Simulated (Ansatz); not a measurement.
InP (zinc blende)

```xyz
4
Lattice="0.0000 5.9070 5.9070 2.9535 2.9535 5.9070 2.9535 2.9535 0.0000" Properties=species:S:1:pos:R:3 pbc="T T T"
P      4.4303     4.4303     4.4303
P      4.4303     7.3838     7.3838
In     0.0000     0.0000     0.0000
In     2.9535     5.9070     8.8605
```

The atoms are displaced by Q × the pattern below (from a DFPT mode at X = (0.5, 0.5, 0.0), largest move 1; Q in Å), at fixed cell. (q is in reciprocal vectors of the primitive cell; the cell shown is doubled to hold the pattern.)

```csv
atom,x,y,z
P1,0.000,0.000,1.000
P2,0.000,0.000,-1.000
```

Atoms not listed stay in place.

All values below come from r2SCAN (plane waves to 500 eV, PAW, scalar-relativistic; Ansatz, a program for electronic structure). k mesh 10×10×10 (Γ-centred), Fermi-Dirac smearing 0.05 eV. Energies are smeared free energies. InP was relaxed with its symmetry unable to fall. ΔE is measured from the undisplaced structure.

```tsv
Q (Å)	ΔE (meV/cell)
-0.180	384
-0.150	withheld
-0.120	171
-0.090	96
-0.060	43
-0.030	11
0.000	0
0.030	11
0.060	43
0.090	96
0.120	171
0.150	withheld
0.180	384
```

Fit an even polynomial form (powers 2, 4) to the given rows and predict ΔE at Q = -0.150.

Least squares on the 11 given rows: ΔE = (11890)·Q² + (-1113)·Q⁴, in meV/cell with Q in Å; root-mean-square residual 0.2 meV/cell. At -0.150 the fit gives 267 meV/cell; the calculation gives 267 meV/cell, the same to the digits shown. The quadratic term alone would give 268 meV/cell.

(For displaced atoms, the force is minus the slope of the energy, and its curvature is a force constant, which sets phonon frequencies.)
